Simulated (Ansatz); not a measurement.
Crystals of one structure type (zinc blende) and one family of elements, relaxed and computed with the program Ansatz at the r²SCAN level (PAW).

```csv
crystal,K_Hill (GPa),G_Hill (GPa)
GaSb,53.6,34.8
InAs,57.8,28.7
InP,68.4,34.3
GaAs,72.4,47.8
GaP,87.8,57.9
BAs,141,?
BN,392,404
```

Task: Fit a straight line to ln G against ln K and predict the withheld value.

Result: Least squares on the 6 shown rows: ln G = 1.31 × ln K + (-1.832), with a scatter of 12 %. For BAs this gives 105. The run itself gave 137, outside the scatter: the line misses something about this case.

All cells were relaxed under the symmetry of their starts (and spin orders); stability against distortions was not tested throughout. Scalar-relativistic: spin–orbit coupling is off unless named, which matters more the heavier the elements.

Potentials: the later of the program's two PAW sets.
